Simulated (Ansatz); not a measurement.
# Relaxation path: fcc Ni (100), 4 layers

DFT, PBE, PAW with Ansatz's default frozen-core files, scalar-relativistic (Ansatz 0.2.0); a Γ-centred 16×16×1 k mesh, Fermi–Dirac smearing of 0.1 eV, spin-polarised from start moments Ni1 1, Ni2 1, Ni3 1, Ni4 1 μB. The run relaxes the atoms in the fixed cell.

Command: `ansatz run input.yaml --threads 2 --pin off --max-ram 6144MiB --backend cpu --events-out ev --progress --plain --runs-dir out` It took 68 s on 2 threads of Intel(R) Xeon(R) 6975P-C (Granite Rapids), on a shared host, peak memory 0.69 GiB.

```yaml
crystal:
  lattice:
    - [2.4893873964, 0.0, 0.0]
    - [0.0, 2.4893873964, 0.0]
    - [0.0, 0.0, 21.2808]
  atoms:
    - { symbol: Ni, position: [0.25, 0.25, 0.375925996], spin: 1.0 }
    - { symbol: Ni, position: [0.75, 0.75, 0.4586419983], spin: 1.0 }
    - { symbol: Ni, position: [0.25, 0.25, 0.5413580012], spin: 1.0 }
    - { symbol: Ni, position: [0.75, 0.75, 0.624074004], spin: 1.0 }
magnetization:
  spin_polarized: true
kpoints:
  mp_grid: { grid: [16, 16, 1] }
scf:
  occupations: { method: fermi_dirac, width: 0.1 }
hamiltonian:
  xc: pbe
  pseudopotentials: { kind: paw }
output:
  forces: true
  stress: true
  eigenvalues: true
relax:
  f_tol: 0.01
  max_steps: 40
efield:
  axis: 3
  amplitude: 0
  dipole_correction: true
```

Each step lists its free energy a cell above the last geometry, and Cartesian positions (Å) with forces (eV/Å).

The first step:

```
step 1  dF = 22.28 meV
  Ni 0.6223 0.6223 8.0000   0.0000 0.0000 0.3178
  Ni 1.8670 1.8670 9.7603   0.0000 0.0000 -0.3885
  Ni 0.6223 0.6223 11.5205   0.0000 0.0000 0.3886
  Ni 1.8670 1.8670 13.2808   0.0000 0.0000 -0.3179
```

The magnetic state is the one reached from the start moments; other orders weren't searched.

Where does the relaxation end, and by which steps?

After 4 geometries, with a shortest distance of 2.444 Å and a cell moment of 2.72 μB. The further steps:
```
step 2  dF = 9.63 meV
  Ni 0.6223 0.6223 8.0206   0.0000 0.0000 0.2092
  Ni 1.8670 1.8670 9.7576   0.0000 0.0000 -0.2763
  Ni 0.6223 0.6223 11.5232   0.0000 0.0000 0.2762
  Ni 1.8670 1.8670 13.2602   0.0000 0.0000 -0.2093
step 3  dF = 0.05 meV
  Ni 0.6223 0.6223 8.0530   0.0000 0.0000 -0.0147
  Ni 1.8670 1.8670 9.7456   0.0000 0.0000 0.0214
  Ni 0.6223 0.6223 11.5352   0.0000 0.0000 -0.0215
  Ni 1.8670 1.8670 13.2278   0.0000 0.0000 0.0147
step 4  dF = 0.00 meV
  Ni 0.6223 0.6223 8.0513   0.0000 0.0000 0.0000
  Ni 1.8670 1.8670 9.7466   0.0000 0.0000 -0.0004
  Ni 0.6223 0.6223 11.5342   0.0000 0.0000 0.0004
  Ni 1.8670 1.8670 13.2295   0.0000 0.0000 0.0000
```
